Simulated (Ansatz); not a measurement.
Values for one crystal, relaxed and computed with LDA (plane waves, PAW; program Ansatz); other levels are named.

* **Volume per atom**: 16.99 Å³
* **Band gap**: 0.71 eV (indirect)
* **Hill bulk and shear moduli**: 60.6 and 45.1 GPa
* **Highest zone-centre frequency (without LO–TO term)**: 475 cm⁻¹
* **Zone-centre stability**: no imaginary mode at Γ
* **Dynamical stability on the path**: stable (no imaginary branch)
* **Zero-point energy**: 55.5 meV/atom

Which of these materials gives this?
(A) CdS, wurtzite
(B) Bi2Te3, R-3m (Bi on 6c, Te on 3a, Te on 6c)
(C) CdS, zinc blende
(D) MoS2, P6_3/mmc (Mo on 2c, S on 4f)

D, MoS2, P6_3/mmc (Mo on 2c, S on 4f)

Symmetry was held in the LDA relaxation. No spin polarisation was allowed. A crystal of weakly bound layers computed without a dispersion correction: the cell and the soft elastic constants depend strongly on that. Scalar-relativistic: spin–orbit coupling is off unless named, which matters more the heavier the elements.

Potentials: the later of the program's two PAW sets.
